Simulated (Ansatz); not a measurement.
# Fermi surface of Ni (Fm-3m)

```
Ni
1.0
     0.00000    1.73095    1.73095
     1.73095    0.00000    1.73095
     1.73095    1.73095    0.00000
Ni
1
Direct
  0.00000 0.00000 0.00000
```

Starting moments along z (μB): Ni1 +0.6.

Level of theory, where no other is named: PBEsol, all-electron LAPW in Ansatz 0.2.0, scalar-relativistic, spin-polarised. k mesh 16×16×16, fine mesh 28×28×28, Fermi-Dirac smearing of 0.050 eV, basis error target 1 meV/atom. The cell was relaxed by PAW under this functional, which moved its volume by -5 % from the database entry's.

Levels and slopes are solved on a 28×28×28 mesh, and each state is taken as quadratic over its cell.

The cell carries a moment of 0.59 μB.

(1) What is the density of states at the Fermi level, and which bare Sommerfeld coefficient follows?

(2) What Drude plasma energy and σ/τ do the band velocities give?

(3) Which bands cross the Fermi level, and what do they carry?

(4) Map the plane k₃ = 0 of the mesh for up spins: how many bands lie under the Fermi level at each point, counted from the least on the plane?

(5) On PAW files the program sums the optical response inside the mesh cells, interband lines and its own Drude term. Where does ε₁ rise through zero (a sharp plasmon if ε₂ is small there), and how much light is reflected?

(6) What does PAW give for the same cell?

Answers

(1) N(E_F) = 1.63 states/eV/atom (both spins), so γ = (π²/3) k_B² N(E_F) = 3.85 mJ/(mol-atom K²) without electron-phonon or spin-fluctuation enhancement.

(2) (ħω_p,α)² = (e²/ε₀VN_k) Σ_nkσ (∂E/∂k_α)² δ(E − E_F) gives ħω_p = (7.28, 7.28, 7.28) eV along x, y, z, and σ/τ = ε₀ω_p² = 10.8×10²⁰ Ω⁻¹m⁻¹s⁻¹ along x. Weighted by the density of states, the mean Fermi speed is 0.304×10⁶ m/s; the surface has an area of 39 Å⁻² (mean of the two spins).

(3) 

```tsv
band	spin	filled part	N (states/eV/cell)	speed (10⁶ m/s)	5th to 95th percentile	area (Å⁻²)	filling
1	up	0.31	0.172	0.769	0.60 to 0.99	20.9	partly filled
1	down	0.99	0.0376	0.34	0.12 to 0.61	2.01	nearly full
2	down	0.99	0.127	0.166	0.08 to 0.29	3.3	nearly full
3	down	0.52	1.03	0.226	0.15 to 0.35	36.5	partly filled
4	down	0.18	0.268	0.365	0.19 to 0.45	15.4	partly filled
```

(4) k₁ runs to the right and k₂ upwards, each from −½ to ½ with 0 in the middle (the axes needn't be at right angles):
```
0000000000000111000000000000
0000000000000111100000000000
0000000000000111111111111000
0000000000001111111111111100
0000000000011111111111111100
0000000000011111111111111100
0000000000111111111111111100
0000000001111111111111111100
0000000011111111111111111100
0000000111111111111111111100
0000011111111111111111111100
0000111111111111111111111110
1111111111111111111111111111
1111111111111111111111111111
1111111111111111111111111111
0011111111111111111111111000
0001111111111111111111110000
0001111111111111111111000000
0001111111111111111110000000
0001111111111111111100000000
0001111111111111111000000000
0001111111111111110000000000
0001111111111111110000000000
0001111111111111100000000000
0000111111111111000000000000
0000000000001111000000000000
0000000000000111000000000000
0000000000000111000000000000
```

(5) 

```json
{
  "Fine mesh": "28, 28, 28",
  "Window top": "25 eV",
  "Line width": "0.15 eV",
  "Drude damping": "0.2 eV",
  "ε₁ rises through zero at x": "4.91, 9.98, 11.1 eV",
  "ε₂ there x": "3.43, 2.31, 2.09",
  "Plasma energy (x, y, z)": "7.186, 7.186, 7.186 eV",
  "Reflectivity at 1 eV, x-polarised": "0.816",
  "Reflectivity at 2 eV, x-polarised": "0.6919",
  "Reflectivity at 3 eV, x-polarised": "0.6499"
}
```

The plasma energy here is the program's own sum at the run's smearing; it differs from the value above by up to 1 %, through mesh and smearing.

(6) N(E_F) = 1.64 states/eV/atom and ħω_p,x = 7.28 eV.

Caveats: a lower magnetic state may exist; these sums move with the mesh, by several per cent and more for small sheets; frozen-core PAW files fitted under PBE, their cores solved anew for the functional of the run.
